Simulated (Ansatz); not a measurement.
Cs2TlGaF6:
```cif
data_Cs2F6GaTl
_chemical_formula_sum 'Cs2 Tl1 Ga1 F6'
_space_group_name_H-M_alt 'P 1'
_space_group_IT_number 1
_cell_length_a 6.45460
_cell_length_b 6.45460
_cell_length_c 6.45460
_cell_angle_alpha 60.000
_cell_angle_beta 60.000
_cell_angle_gamma 60.000
loop_
_space_group_symop_operation_xyz
  'x, y, z'
loop_
_atom_site_label
_atom_site_type_symbol
_atom_site_fract_x
_atom_site_fract_y
_atom_site_fract_z
_atom_site_occupancy
Cs1 Cs 0.25000 0.25000 0.25000 1
Cs2 Cs 0.75000 0.75000 0.75000 1
Tl1 Tl 0.00000 0.00000 0.00000 1
Ga1 Ga 0.50000 0.50000 0.50000 1
F1 F 0.29050 0.70950 0.70950 1
F2 F 0.70950 0.29050 0.29050 1
F3 F 0.70950 0.29050 0.70950 1
F4 F 0.29050 0.70950 0.29050 1
F5 F 0.70950 0.70950 0.29050 1
F6 F 0.29050 0.29050 0.70950 1
```

Relaxed with PBEsol. PBEsol (plane waves, PAW; program Ansatz) gives a gap of 4.68 eV.

Problem. What gap does HSE06 give on the same cell (Ansatz, PAW)?

Solution. 6.06 eV, 1.37 eV more. The hybrid was solved on a coarser mesh and at special points; its gap is the smallest among all of these.

```
k  v1 PBEsol  c1 PBEsol  v1 HSE06  c1 HSE06
-  ---------  ---------  --------  --------
Γ      -1.56       5.19       [?]       [?]
X       0.00       5.38       [?]       [?]
L      -0.53       4.68     -0.46      6.06
W      -0.07       5.71       [?]       [?]
K      -0.09       5.54       [?]       [?]
```

Problem. Top valence (v1) and lowest conduction level (c1) in eV from each method's valence maximum (which need not be a listed point): supply the withheld HSE06 values.

Solution. 
- Γ, v1 HSE06: -1.50
- Γ, c1 HSE06: 6.46
- X, v1 HSE06: 0.00
- X, c1 HSE06: 6.63
- K, v1 HSE06: -0.08
- K, c1 HSE06: 6.82
- W, v1 HSE06: -0.06
- W, c1 HSE06: 6.99

Cost on shared cores: the PBEsol run (SCF on a 5×5×5 mesh, then bands and DOS) very roughly 2.5 core-minutes, the HSE06 run (SCF on 3×3×3, then a few points) around 7 core-minutes (rough); the tasks are unlike.

Space group Fm-3m. The first step of the workflow began from a Materials Project structure, measured or hypothetical; the Crystallography Open Database copy checked does not list it. Whether it is the stable phase at ambient conditions was not checked. The cell was relaxed with PBEsol under the symmetry of its start; its stability against distortions is not shown here. Spin–orbit coupling is left out wherever it is not named.

Potentials: the later of the program's two PAW sets.
